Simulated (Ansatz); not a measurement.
Nb3Sn (A15 (Cr3Si type), space group No. 223) under volume change, DFT-r²SCAN in the program Ansatz with PAW potentials, scaled uniformly.

```
V (Å³/atom)  E − E(relaxed) (meV/atom)  P (GPa)
-----------  -------------------------  -------
16.979                            94.3    19.48
17.539                               …        …
18.098                               …        …
18.658                             0.0     0.00
19.218                             8.5    -4.74
19.778                            32.3    -8.80
20.337                            69.3   -12.27
```

Task: What belongs in the gaps?

Result: 
- 18.098, E − E(relaxed) (meV/atom): 9.4
- 18.098, P (GPa): 5.53
- 17.539, E − E(relaxed) (meV/atom): 39.7
- 17.539, P (GPa): 11.97

Task: What does a third-order Birch–Murnaghan fit give for V₀, B₀ and B′?

Result: V₀ = 18.66 Å³/atom, B₀ = 170 GPa, B′ = 4.1.

Space group Pm-3n (A15 (Cr3Si type)). Symmetry was held in the r²SCAN relaxation. No spin polarisation was allowed. Spin–orbit coupling is left out wherever it is not named.

Potentials: the earlier of the program's two PAW sets.
